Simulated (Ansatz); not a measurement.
Input and command of a plane-wave DFT calculation in Ansatz:

```yaml
crystal:
  lattice:
    - [3.208169219, 0.0, 0.0]
    - [-1.6040846095, 2.7783560433, 0.0]
    - [0.0, 0.0, 11.7722466704]
  atoms:
    - { symbol: W, position: [0.3333333333, 0.6666666667, 0.25] }
    - { symbol: W, position: [0.6666666667, 0.3333333333, 0.75] }
    - { symbol: S, position: [0.3333333333, 0.6666666667, 0.6164531912] }
    - { symbol: S, position: [0.6666666667, 0.3333333333, 0.1164531912] }
    - { symbol: S, position: [0.3333333333, 0.6666666667, 0.8835468088] }
    - { symbol: S, position: [0.6666666667, 0.3333333333, 0.3835468088] }
basis:
  ecutwfc: 420
kpoints:
  mp_grid: { grid: [12, 12, 4] }
hamiltonian:
  xc: pbesol
  dispersion: d3bj
scf:
  occupations: { method: gaussian, width: 0.05 }
output:
  forces: true
  stress: true
  eigenvalues: true
```

```bash
ansatz run input.yaml --threads 1 --pin off --max-ram 2560MiB --backend cpu --events-out ev --progress --plain --runs-dir out
```

Processor: Intel(R) Xeon(R) Platinum 8259CL CPU @ 2.50GHz (Skylake/Cascade Lake), 1 thread, on a host shared with other jobs.

**Question.** Estimate time, memory and problem size.

**Answer.** About 8.7 s on 1 thread of Intel(R) Xeon(R) Platinum 8259CL CPU @ 2.50GHz (Skylake/Cascade Lake), on a shared host, peak memory 0.49 GiB. It solves 32 bands at 57 k points (the mesh reduced by symmetry) with about 2103 plane waves, in 6 SCF iterations.
